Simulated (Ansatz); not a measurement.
AlN:
```yaml
crystal:
  lattice:
    - [0.00000, 2.18475, 2.18475]
    - [2.18475, 0.00000, 2.18475]
    - [2.18475, 2.18475, 0.00000]
  atoms:
    - { symbol: Al, position: [0.00000, 0.00000, 0.00000] }
    - { symbol: N, position: [0.25000, 0.25000, 0.25000] }
```

Relaxed with r²SCAN.

Give the Bader charges and basin volumes of the independent atoms, DFT-r²SCAN in the program Ansatz with PAW potentials.



```tsv
atom	Bader charge (e)	Bader volume (Å³)
Al1	+2.48	3.8
N2	-2.48	17.1
```

Space group F-43m (zinc blende). The cell was relaxed with r²SCAN under the symmetry of its start.

Potentials: the earlier of the program's two PAW sets. The files were generated under PBE; for other functionals the program regenerates the frozen cores, and for LDA and PBEsol the local potential too.
